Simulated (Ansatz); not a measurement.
Compressing SrB6: a fit and a missing row

SrB6, Pm-3m, a = 4.189 Å. The structure is a COD entry; whether it is the stable form wasn't checked. Ansatz: r2SCAN, PAW, 500 eV, Γ-centred 8×8×8 mesh on 7 atoms, Gaussian smearing 0.10 eV; no spin polarisation. Shape and atoms are relaxed at each volume; pressure is positive in compression.

```
V (Å³/atom) P (GPa)
      9.238        ?
      9.553    17.14
      9.868    10.60
     10.183     4.92
     10.498     0.00
     10.813    -4.27
     11.128    -7.98
     11.548   -12.18
```

Task: Take V0 = 10.498 Å³/atom, fit the third-order Birch–Murnaghan form to the other rows, and predict the missing pressure.

Result: With the Eulerian strain f = ½[(V0/V)^(2/3) − 1] and y = P/[3f(1 + 2f)^(5/2)], the form is the line y = B0 + 1.5 B0 (B0′ − 4) f. Rows (f, y): 0.03245, 150.5; 0.02106, 151.3; 0.01026, 151.9; -0.00976, 153.2; -0.01905, 153.9; -0.03079, 154.6. Means f = 0.0006950, y = 152.57; Σ(Δf)² = 0.003005, ΣΔfΔy = -0.1948; the slope is their ratio. y = 152.6 − 64.81 f GPa, so B0 = 152.6 GPa and B0′ = 4 + 2 × (-64.81)/(3 × 152.6) = 3.72. At V = 9.238, f = 0.04449, y = 149.72 and P = 24.73 GPa. The run gave 24.67 GPa, so the fit is 0.06 GPa too high, a small miss on the scale of the series.